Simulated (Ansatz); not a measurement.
MgH$_{2}$:
```cif
data_H4Mg2
_chemical_formula_sum 'Mg2 H4'
_space_group_name_H-M_alt 'P 1'
_space_group_IT_number 1
_cell_length_a 4.47651
_cell_length_b 4.47651
_cell_length_c 3.00771
_cell_angle_alpha 90.000
_cell_angle_beta 90.000
_cell_angle_gamma 90.000
loop_
_space_group_symop_operation_xyz
  'x, y, z'
loop_
_atom_site_label
_atom_site_type_symbol
_atom_site_fract_x
_atom_site_fract_y
_atom_site_fract_z
_atom_site_occupancy
Mg1 Mg 0.50000 0.50000 0.50000 1
Mg2 Mg 0.00000 0.00000 0.00000 1
H1 H 0.69549 0.69549 0.00000 1
H2 H 0.30451 0.30451 0.00000 1
H3 H 0.80451 0.19549 0.50000 1
H4 H 0.19549 0.80451 0.50000 1
```

Relaxed with PBEsol.

### Question
Decompose the optical modes at the zone centre into irreducible representations, and say which are infrared and Raman allowed.

### Answer
Point group 4/mmm: Γ_opt = A1g + A2g + A2u + B1g + 2B1u + B2g + Eg + 3Eu. Infrared: A2u, Eu. Raman: A1g, B1g, B2g, Eg.

### Question
Assign frequencies (DFPT, the program Ansatz at the PBEsol level (PAW); without the LO–TO term).

### Answer
B1u 181, B1g 237, Eu 298, Eu 489, A2g 738, A2u 882, Eg 990, B1u 1123, Eu 1208, A1g 1311, B2g 1473 cm⁻¹.

Subscripts of B labels follow the axes of the standard setting.

Space group P4_2/mnm (rutile). The cell was relaxed with PBEsol under the symmetry of its start; phonons on a q-mesh show no instability.

Potentials: the later of the program's two PAW sets.
